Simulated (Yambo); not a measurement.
CdS (zinc blende, space group F-43m, No. 216), G0W0@LDA in Yambo with this input:

```
rim_cut
gw0
dyson
el_el_corr
HF_and_locXC
ppa
em1d
RandQpts= 1000000
RandGvec= 1 Ry
EXXRLvcs= 102 Ry
VXCRLvcs= 408 Ry
Chimod= "HARTREE"
% BndsRnXp
 5 | 118 |
%
NGsBlkXp= 10 Ry
% LongDrXp
 1.0 | 1.0 | 1.0 |
%
PPAPntXp= 27.2114 eV
% GbndRnge
 1 | 118 |
%
GTermKind= "BG"
DysSolver= "n"
ExtendOut
```

On a 4×4×4 mesh, with wavefunctions cut at 102 Ry, the gap (Γ → Γ) is 2.270 eV and the valence edge shifts by -0.900 eV.

Task: What happens with this change: 4 Ry block?

Result: The gap falls by 0.091 eV, to 2.179 eV; the shift of the valence edge becomes -0.691 eV. Neither run is shown to be the converged limit.

Spin-orbit coupling is not included.

Geometry relaxed with LDA; primitive cell a = 4.072 Å, b = 4.072 Å, c = 4.072 Å, α = 60.00°, β = 60.00°, γ = 60.00°.

A shift is the quasiparticle energy of the state minus its LDA energy.
